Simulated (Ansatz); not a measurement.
# Phonons of BaAlSi (P-6m2)

```
CELL_PARAMETERS angstrom
4.28373 0.00000 0.00000
-2.14186 3.70982 0.00000
0.00000 0.00000 5.06684
ATOMIC_POSITIONS crystal
Ba 0.00000 0.00000 0.00000
Al 0.66667 0.33333 0.50000
Si 0.33333 0.66667 0.50000
```

Unless marked otherwise, the numbers come from PBEsol, all-electron LAPW in Ansatz 0.2.0, scalar-relativistic. k mesh 8×8×6, Fermi-Dirac smearing of 0.100 eV, basis error target 0.5 meV/atom. The cell was relaxed by PAW under this functional, which moved its volume by -4 % from the database entry's. This phase needn't be the one found at ambient conditions.

Atoms are displaced by 0.01 Å in the smallest supercells that hold the wave vectors of a 2×2×2 mesh. Negative values stand for unstable modes.

What are the phonon energies at the solved wave vectors, in cm⁻¹?

```
                q  point                                                modes (cm⁻¹)
0.000 0.000 0.000  Gamma                        114.6, 136.7 (×2), 157.9, 417.3 (×2)
0.500 0.000 0.000      M  79.7, 80.2, 90.6, 124.2, 143.6, 146.5, 300.9, 333.4, 388.3
0.000 0.000 0.500      A        79.1 (×2), 87.4, 96.4, 112.5 (×2), 150.0, 415.6 (×2)
0.500 0.000 0.500      L  59.8, 78.3, 87.1, 123.8, 137.0, 144.9, 296.3, 334.7, 385.1
```

Is the structure dynamically stable at these wave vectors?

Yes, no mode is unstable there; wave vectors off this mesh aren't tested.

How do the optical zone-centre modes decompose, and which are active?

Point group -6m2: Γ_opt = 2A2'' + 2E'.

```tsv
label	cm⁻¹	activity	mostly
A2''	114.6	IR	Si (70 %)
E'	136.7	IR and Raman	Si (37 %)
A2''	157.9	IR	Al (58 %)
E'	417.3	IR and Raman	Al (52 %)
```

In a metal the activity is that of symmetry alone; free carriers screen the infrared modes.

How well do frozen-core PAW files reproduce these all-electron values?

With a cutoff of 420 eV and displacements of 0.0025 Å, the r.m.s. difference over the modes is 0.2 cm⁻¹; the largest difference is 334.0 (PAW) against 333.4 cm⁻¹ (LAPW).

Limits of these numbers: responses of metals move with mesh and smearing; the frozen-core PAW files of the compared runs were fitted under PBE, their cores solved anew for this functional.
